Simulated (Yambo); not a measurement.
ZnS (zinc blende, space group F-43m, No. 216), G0W0@PBEsol in Yambo (4×4×4 mesh, plasmon pole; 14 Ry block, no terminator). The number N of bands in W and G is varied.

| N | x = 1/N | gap Γ → Γ (eV) | shift of the valence edge (eV) |
|---|---|---|---|
| 54 | 0.01852 | 3.392 | -0.696 |
| 82 | 0.01220 | 3.374 | -0.847 |
| 116 | 0.00862 | 3.381 | -0.953 |
| 151 | 0.00662 | ? | ? |

**Question.** Basis-set arguments suggest E = E∞ + A x. Fix A and E∞ from the two rows above the withheld one, predict the row at 151 bands, and test the form.

**Answer.** Gap: A = (3.381 − (3.374))/(0.00862 − 0.01220) = -1.96, E∞ = 3.398 eV, so 3.385 eV is predicted; the run gave 3.384 eV (miss 1 meV). The first two rows have slope 2.85, so the form doesn't hold yet over the whole range. Shift: A = (-0.953 − (-0.847))/(0.00862 − 0.01220) = 29.6, E∞ = -1.208 eV, so -1.012 eV is predicted; the run gave -1.013 eV (miss 1 meV). The first two rows have slope 23.9, so the form doesn't hold yet over the whole range. The other settings are held fixed.

Geometry relaxed with PBEsol; primitive cell a = 3.7870 Å, b = 3.7870 Å, c = 3.7870 Å, α = 60.00°, β = 60.00°, γ = 60.00°.

A shift is the quasiparticle energy of the state minus its PBEsol energy.
